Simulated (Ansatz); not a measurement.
Structures of ZnAg: which is lowest?

Plane-wave DFT in Ansatz with scalar-relativistic PAW potentials, cutoff 420 eV, Γ-centred meshes chosen by cell and gap, Gaussian smearing with energies taken to zero width. Every cell was relaxed (cell and atoms) in a run of its own, within the symmetry of its start. Functional: PBEsol.

Relaxed structures (starts from databases or built by putting these elements on another compound's sites):
A. Pm-3m, 2 atoms in the computed cell, a = 3.116 Å; sites (symmetry × multiplicity) Zn m-3m × 1, Ag m-3m × 1; start: database
B. P4/mmm, 2 atoms in the computed cell, a = 3.003 Å, c = 3.364 Å; sites (symmetry × multiplicity) Zn 4/mmm × 1, Ag 4/mmm × 1; start: database
C. P-6m2, 2 atoms in the computed cell, a = 2.855 Å, c = 4.356 Å; sites (symmetry × multiplicity) Zn -6m2 × 1, Ag -6m2 × 1; start: database

Question: Rank them by energy. Could pressure change the order?

Answer:
| structure | group | E − E(lowest) (meV/atom) | V (Å³/atom) | gap on mesh (eV) |
| --- | --- | --- | --- | --- |
| A | Pm-3m | 0.0 | 15.13 | 0.00 |
| B | P4/mmm | 3.1 | 15.17 | 0.00 |
| C | P-6m2 | 13.6 | 15.37 | 0.00 |

A and B are level within the 5 meV/atom that separate runs leave open. The two lowest differ in volume by under 3 %, too little for a first-order estimate of what pressure does to that pair (other pairs aren't weighed here). Other structures may lie lower than all of these, and vibrations aren't counted.